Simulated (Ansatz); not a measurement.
CsCaF3 (cubic perovskite, space group No. 221), r²SCAN (plane waves, PAW; program Ansatz). The conduction-band minimum lies at Γ, with 1 equivalent valley. Second derivatives d²E/dk² of the lowest band at one valley (eV·Å²), along Cartesian directions:

```tsv
direction	d²E/dk²
[100]	16.92
[010]	16.92
[001]	16.92
[110]	16.92
[101]	16.92
[011]	16.92
```

Task: Find the principal effective masses, the density-of-states mass and the conductivity mass.

Result: Off-diagonal terms follow from H_xy = H[110] − (H_xx + H_yy)/2, and m*/mₑ = 7.620 eV·Å² over each eigenvalue: 0.45, 0.45, 0.45. One valley's DOS mass (m₁m₂m₃)^(1/3) = 0.45, conductivity mass 3/(Σ 1/mᵢ) = 0.45 mₑ.

Task: What effective density of states Nc follows at 300 K for parabolic valleys?

Result: Nc = 2.509e19 × 1 × (0.45)^(3/2) ≈ 7.6e18 cm⁻³.

Space group Pm-3m (cubic perovskite). The first step of the workflow began from a Materials Project structure, measured or hypothetical; the Crystallography Open Database copy checked does not list it. Whether it is the stable phase at ambient conditions was not checked. The cell was relaxed with r²SCAN under the symmetry of its start; whether a distortion lowers the energy is not shown. Spin–orbit coupling is left out wherever it is not named.

Potentials: the later of the program's two PAW sets.

Edges and masses are those of Kohn–Sham bands, whose gap is no quasiparticle gap.
